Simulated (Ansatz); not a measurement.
Ansatz (a first-principles code) input:

Ansatz 0.2 input:
```yaml
crystal:
  lattice:
    - [3.3593098064, 0.0, 0.0]
    - [-1.6796549032, 2.9092476315, 0.0]
    - [0.0, 0.0, 5.5046213623]
  atoms:
    - { symbol: In, position: [0.0, 0.0, 0.9976255899] }
    - { symbol: Ga, position: [0.6666666667, 0.3333333333, 0.4954891669] }
    - { symbol: N, position: [0.6666666667, 0.3333333333, 0.1461889807] }
    - { symbol: N, position: [0.0, 0.0, 0.6022962625] }
kpoints:
  mp_grid: { grid: [8, 8, 4] }
  band_path:
    path:
      - [[0.0, 0.0, 0.0], [0.5, 0.0, 0.0], [0.3333333333, 0.3333333333, 0.0], [0.0, 0.0, 0.0], [0.0, 0.0, 0.5], [0.5, 0.0, 0.5], [0.3333333333, 0.3333333333, 0.5], [0.0, 0.0, 0.5]]  # Γ-M-K-Γ-A-L-H-A
      - [[0.5, 0.0, 0.5], [0.5, 0.0, 0.0]]  # L-M
      - [[0.3333333333, 0.3333333333, 0.5], [0.3333333333, 0.3333333333, 0.0]]  # H-K
      - [VBM, CBM]
    npoints: 8
hamiltonian:
  xc: r2scan
  pseudopotentials: { kind: paw }
magnetization: { noncollinear: true, spin_orbit: true }
scf:
  n_extra_bands: 12
  convergence: { dr2_threshold: 0.0000000001 }
  occupations: { method: gaussian, width: 0.01 }
checkpoint: { write: soc.run }
output: { eigenvalues: true }
```

Output (shortened):

```
Pseudopotential: In, paw_fr, valence charge 13
Pseudopotential: Ga, paw_fr, valence charge 13
Pseudopotential: N, paw_fr, valence charge 5
Functional definition: r2SCAN
non-collinear run that drives no moment, with spin-orbit …
Crystal: 4 atoms, lattice volume = 53.797 Å³
Basis set: ecut = 500 eV, 1365 PW (Γ), exchange–correlation on 100×100×180 points (64 copies of the dense FFT grid, shifted against one another)
Bands: 48, of which v1, the nominal top of the filled ones, is band 36 counted from 1 (35 counted from 0)
Symmetry: 6 space group operations + 6 with time reversal
k-points: 35 of 256 (time reversal used)
Projection manifold: j_resolved (fully-relativistic pseudo-atomic orbitals)
SCF iter   1: F=—  HF=-10161.619312 eV  |F-HF|=—  |Δ(HF+E_count)|=         —  Δρ=9.03e-2  dr2=4.72e0  dr2_τ=1.39e-1  dr2_m=0.00e0 (ungated)  ethr=3.10e-3  |M|=0.00e0 ∫|m|=0.00e0 μB  |m|>n=0.0e0 m-floor=0.0e0 τ_xc=0.0e0  β_m=0.30  ⟨swp⟩=6.1  Hψ=7894  notcnv=0  defer=4
preconditioner: auto → Resta (q_TF=auto, 2.552 Å⁻¹)
spin=Noncollinear: Resta preconditioning applied to the charge; magnetization (m_x, m_y, m_z) channels mix plain (no charge-response kernel on spin).
SCF iter   2: F=—  HF=-10160.836245 eV  |F-HF|=—  |Δ(HF+E_count)|=   7.83e-1  Δρ=5.41e-2  dr2=1.46e0  dr2_τ=1.01e-2  dr2_m=0.00e0 (ungated)  ethr=3.10e-3  |M|=0.00e0 ∫|m|=0.00e0 μB  |m|>n=0.0e0 m-floor=0.0e0 τ_xc=0.0e0  β_m=0.48  ⟨swp⟩=2.1  Hψ=3280  notcnv=0  defer=234
SCF iter   3: F=—  HF=-10160.741731 eV  |F-HF|=—  |Δ(HF+E_count)|=   9.45e-2  Δρ=1.92e-2  dr2=1.39e-1  dr2_τ=2.07e-3  dr2_m=0.00e0 (ungated)  ethr=3.10e-3  |M|=0.00e0 ∫|m|=0.00e0 μB  |m|>n=0.0e0 m-floor=0.0e0 τ_xc=0.0e0  β_m=0.67  ⟨swp⟩=2.1  Hψ=2058  notcnv=0  defer=234
SCF iter   4: F=—  HF=-10160.745569 eV  |F-HF|=—  |Δ(HF+E_count)|=   3.84e-3  Δρ=3.91e-3  dr2=5.98e-3  dr2_τ=1.39e-4  dr2_m=0.00e0 (ungated)  ethr=3.87e-4  |M|=0.00e0 ∫|m|=0.00e0 μB  |m|>n=0.0e0 m-floor=0.0e0 τ_xc=0.0e0  β_m=0.81  ⟨swp⟩=3.0  Hψ=3370  notcnv=0  defer=240
SCF iter   5: F=—  HF=-10160.746908 eV  |F-HF|=—  |Δ(HF+E_count)|=   1.34e-3  Δρ=1.75e-3  dr2=1.41e-3  dr2_τ=3.45e-5  dr2_m=0.00e0 (ungated)  ethr=1.66e-5  |M|=0.00e0 ∫|m|=0.00e0 μB  |m|>n=0.0e0 m-floor=0.0e0 τ_xc=0.0e0  β_m=0.67  ⟨swp⟩=2.0  Hψ=2804  notcnv=0  defer=240
SCF iter   6: F=—  HF=-10160.746321 eV  |F-HF|=—  |Δ(HF+E_count)|=   5.87e-4  Δρ=5.15e-4  dr2=1.29e-4  dr2_τ=2.22e-6  dr2_m=0.00e0 (ungated)  ethr=3.93e-6  |M|=0.00e0 ∫|m|=0.00e0 μB  |m|>n=0.0e0 m-floor=0.0e0 τ_xc=0.0e0  β_m=0.84  ⟨swp⟩=2.0  Hψ=2810  notcnv=0  defer=240
SCF iter   7: F=—  HF=-10160.746330 eV  |F-HF|=—  |Δ(HF+E_count)|=   8.62e-6  Δρ=8.69e-5  dr2=3.31e-6  dr2_τ=2.95e-8  dr2_m=0.00e0 (ungated)  ethr=3.59e-7  |M|=0.00e0 ∫|m|=0.00e0 μB  |m|>n=0.0e0 m-floor=0.0e0 τ_xc=0.0e0  β_m=0.87  ⟨swp⟩=2.4  Hψ=2801  notcnv=0  defer=240
SCF iter   8: F=—  HF=-10160.746331 eV  |F-HF|=—  |Δ(HF+E_count)|=   1.22e-6  Δρ=3.37e-5  dr2=5.63e-7  dr2_τ=1.37e-8  dr2_m=0.00e0 (ungated)  ethr=9.18e-9  |M|=0.00e0 ∫|m|=0.00e0 μB  |m|>n=0.0e0 m-floor=0.0e0 τ_xc=0.0e0  β_m=0.89  ⟨swp⟩=2.0  Hψ=2681  notcnv=0  defer=240
SCF iter  12: F=-10160.746331 eV  HF=-10160.746331 eV  |F-HF|=7.28e-12  |Δ(HF+E_count)|=  4.33e-10  Δρ=2.67e-7  dr2=4.50e-11  dr2_τ=8.22e-13  dr2_m=0.00e0 (ungated)  ethr=1.00e-12  |M|=0.00e0 ∫|m|=0.00e0 μB  |m|>n=0.0e0 m-floor=0.0e0 τ_xc=0.0e0  ⟨swp⟩=9.4  Hψ=6591  notcnv=0
SCF 1 converged in 12 iterations: F = -10160.746331 eV  dr2 = 4.50e-11
NSCF: frozen V_eff on 34 k-points
NSCF: frozen V_eff on 34 k-points
NSCF: frozen V_eff on 34 k-points
NSCF: frozen V_eff on 9 k-points
NSCF: frozen V_eff on 4 k-points
NSCF: frozen V_eff on 4 k-points
NSCF: frozen V_eff on 4 k-points
NSCF: frozen V_eff on 4 k-points
NSCF: frozen V_eff on 6 k-points
NSCF: frozen V_eff on 9 k-points
NSCF: frozen V_eff on 3 k-points
NSCF: frozen V_eff on 84 k-points
SCF converged after 12 iterations
Magnetization: |M| = 0.0000 μB,  M = (+0.0000, +0.0000, +0.0000) μB
Absolute magnetization: 0.0000 μB (∫|m|)
  site 0: m = (+0.0000, +0.0000, +0.0000) μB, |m| = 0.0000 μB  (R = 0.87 Å)
  site 1: m = (+0.0000, +0.0000, +0.0000) μB, |m| = 0.0000 μB  (R = 0.79 Å)
  site 2: m = (+0.0000, +0.0000, +0.0000) μB, |m| = 0.0000 μB  (R = 0.79 Å)
  site 3: m = (+0.0000, +0.0000, +0.0000) μB, |m| = 0.0000 μB  (R = 0.84 Å)
Free energy (F): -10160.746331 eV
Harris-Foulkes:  -10160.746331 eV  (|F-HF|=7.28e-12)
Internal energy: -10160.746331 eV  (E = F + TS)
E sigma→0 (E₀):  -10160.746331 eV
Fermi energy:    9.827746 eV
--- Per-component energies (eV) ---
  E_band       = -28.985763
  E_kinetic    = 620.663067
  E_local      = -3262.128017  (includes V_loc(G=0)·N_el)
  E_nonlocal   = 892.171303
  E_hartree    = 1412.049612
  E_xc         = -380.830560
  E_vxc        = -332.585785  (∫ρ·V_xc dr)
  E_paw        = -6442.732440  (= ΣΔE_a)
  E_vpaw       = -791.057647  (= ΣTr[D̂ρ^β])
  E_aug_tail   = -0.000001  (compensation charges beyond the density's cutoff)
  E_vtau       = 19.852008  (kinetic-family band-sum trace: ∫τ·v_τ [+ j·A + Jᵃ·Aᵃ] dr)
  E_ewald      = -3000.214952
  E_core_change = 0.275657  (= ΣΔE_core)
  E_smearing   =  0.000000  (= −TS)
  E_closure    = 0.000000  (closes the sum)
  Σ components = -10160.746331   (vs F -10160.746331, Δ=0.00e0)
  [band-id]    e_kinetic+e_local+e_nonlocal+2·e_hartree+e_vxc+e_vpaw+e_augmentation_tail+e_vtau = -28.985847   (vs E_band -28.985763, Δ=-8.37e-5)
--- Band table (eV; the first three rows and the last of 35) ---
  k-point 0: bands = ["-6.6489", "-6.6489", "-6.2749", "-6.2749", "-4.8754", "-4.8754", "-4.8608", "-4.8608", "-4.8000", "-4.8000", "-4.4828", "-4.4828", "-4.3902", "-4.3902", "-4.3052", "-4.3052", "-4.1802", "-4.1802", "-3.9362", "-3.9362", "-3.7010", …
  k-point 1: bands = ["-6.5797", "-6.5797", "-6.2500", "-6.2500", "-4.8744", "-4.8711", "-4.8111", "-4.8039", "-4.7919", "-4.7919", "-4.4880", "-4.4880", "-4.3949", "-4.3949", "-4.3013", "-4.2932", "-4.1669", "-4.1669", "-3.9384", "-3.9384", "-3.7073", …
  k-point 2: bands = ["-6.5123", "-6.5123", "-6.2174", "-6.2174", "-4.8694", "-4.8694", "-4.8157", "-4.8157", "-4.6590", "-4.6590", "-4.5214", "-4.5214", "-4.3753", "-4.3753", "-4.2893", "-4.2893", "-4.1133", "-4.1133", "-3.9776", "-3.9776", "-3.7092", …
  k-point 34: bands = ["-6.5019", "-6.4350", "-6.0315", "-5.9651", "-4.8306", "-4.7832", "-4.7069", "-4.6615", "-4.6045", "-4.4684", "-4.4332", "-4.3630", "-4.3347", "-4.3265", "-4.2831", "-4.0538", "-3.9123", "-3.8414", "-3.8131", "-3.6895", "-2.8150", …
```

Cost: roughly 3 core-minutes on shared cores.

Space group P3m1. The first step of the workflow began from a Materials Project structure, measured or hypothetical; the Crystallography Open Database copy checked does not list it. Its standing as an ambient phase is unchecked. Symmetry was held in the r²SCAN relaxation; of distortions, only those at the zone centre were tested.

Potentials: the later of the program's two PAW sets.

Ansatz is a plane-wave DFT program.
